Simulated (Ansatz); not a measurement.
**InPt₃C, first-principles data**

InPt$_{3}$C:
```cif
data_CInPt3
_chemical_formula_sum 'In1 Pt3 C1'
_space_group_name_H-M_alt 'Pm-3m'
_space_group_IT_number 221
_space_group_name_Hall '-P 4 2 3'
_cell_length_a 4.19763
_cell_length_b 4.19763
_cell_length_c 4.19763
_cell_angle_alpha 90.000
_cell_angle_beta 90.000
_cell_angle_gamma 90.000
loop_
_atom_site_label
_atom_site_type_symbol
_atom_site_symmetry_multiplicity
_atom_site_Wyckoff_symbol
_atom_site_fract_x
_atom_site_fract_y
_atom_site_fract_z
_atom_site_occupancy
In1 In 1 a 0.00000 0.00000 0.00000 1
Pt1 Pt 3 c 0.00000 0.50000 0.50000 1
C1 C 1 b 0.50000 0.50000 0.50000 1
```

Space group Pm-3m (No. 221), anti-perovskite; conventional cell a = b = c = 4.1976 Å, α = β = γ = 90.00°.

Method: DFT-PBEsol in the program Ansatz with PAW potentials. The cell and atoms are relaxed at this level. Other levels are named where they apply.

### Cell and energy

```json
{
  "volume_per_atom": "14.79 Å³",
  "density": "15.99 g/cm³",
  "Formation energy from the elements (no fitted shifts)": "0.23 eV/atom"
}
```

### Electronic structure

```json
{
  "electronic_character": "metallic (no gap)",
  "Density of states at the Fermi level": "0.59 states/eV per atom (mean over ±0.08 eV)",
  "Gap with spin–orbit coupling": "none (metallic)"
}
```

### Mechanics

```json
{
 "Bulk modulus (Birch–Murnaghan fit)": "220 GPa",
 "Pressure derivative B′": "5.0",
 "Elastic constants (relaxed ions, GPa)": "C11 = 294, C12 = 183, C44 = -6.5",
 "mechanical_stability": "unstable (C has a negative eigenvalue)"
}
```

### Phonons

```json
{
  "highest_zone_centre_frequency": "375 cm⁻¹",
  "zone_centre_stability": "unstable, softest mode 66i cm⁻¹"
}
```

The start of the workflow was typed in or built on a structure type; neither database checked (COD, Materials Project) lists it. Whether it is the stable phase at ambient conditions was not checked. Symmetry was held in the PBEsol relaxation. The run is not spin-polarised. Its formation energy is positive at this level, so the cell may be metastable or incomplete. As this level gives no gap, shear constants depend on the k-mesh and smearing (Fermi–Dirac, 0.1 eV here). As this level gives no gap, phonon frequencies hold no LO–TO term and depend on the k-mesh and smearing (Fermi–Dirac, 0.1 eV here). The references are the lowest solids computed at this level, not always the standard phases. Scalar-relativistic: spin–orbit coupling is off unless named, which matters more the heavier the elements.

Potentials: the later of the program's two PAW sets.
